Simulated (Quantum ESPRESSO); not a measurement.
# One change at a time to Ir2MgTa2Zn3

These are calculations, not measurements. They come from Quantum ESPRESSO 7.5, a public plane-wave density functional program. Each row is one single-point run on a made-up periodic cell of eight metal atoms, with elements, volume, strain and displacements drawn at random and not relaxed, so a cell may be unstable or far from any real phase. There is no spin polarisation or spin-orbit coupling.

Settings: PBE unless stated; PseudoDojo standard norm-conserving files; Fermi-Dirac width 0.25 eV, which means electrons at about 2900 K; cutoff 1143 eV; 5 x 5 x 5 k mesh shifted half a step off Gamma. E is the free energy of the whole cell (internal energy minus TS), so a -TS column is already part of it. Stress is positive in tension, and the pressure P is minus a third of its trace.

Checks: one run of this series was repeated at a higher cutoff and on a denser mesh, which moved values by no more than 0.009 eV, 0.05 GPa and 0.003 eV/Å, and a second program with other atomic files agreed on it to 2 % rms in force and 0.5 GPa in pressure. Known limits: heavy elements are run without spin-orbit coupling, which real alloys of them have; a spin test at this wide smearing found no moment, but such smearing suppresses magnetism that the real alloy may have.

The lattice is face-centred cubic, and the cell vectors in Å are (0.000, 4.046, 4.046); (4.046, 0.000, 4.046); (4.046, 4.046, 0.000), a volume of 132.50 Å³ in run 1. The elements on sites 1 to 8 are Mg Ir Ir Zn Ta Zn Zn Ta. Each later run makes one change to run 1 and keeps the rest. E is counted from run 1, and is n/a where other atomic files have another zero of energy.

```
run                           change  V (Å³)  P (GPa)  -TS (eV)  rms force (eV/Å)  largest change of a force component (eV/Å)  E (eV)
  1                             none  132.50    -6.32    -1.117             0.254                                       0.000   0.000
  2          sites 2 and 4 exchanged  132.50    -7.32    -1.190             0.262                                       0.215   0.488
  3    all lengths scaled by -0.82 %  129.26    -2.88    -1.087             0.281                                       0.066  -0.093
  4                     Ti on site 6  132.50    -3.99    -1.438             0.302                                       0.274     n/a
  5  site 2 moved by -0.14 Å along x  132.50    -5.71    -1.107             0.317                                       0.513       ?
```

## Worked estimate

Along the move dE = -F dx. The force on site 2 along x is 0.135 eV/Å in run 1 and 0.647 eV/Å in run 5, and the move is -0.14 Å, so the mean force times the move gives an estimate.

## Withheld value

Question: what E should run 5 give?

The estimate is 0.055 eV. The calculation gave 0.053 eV.
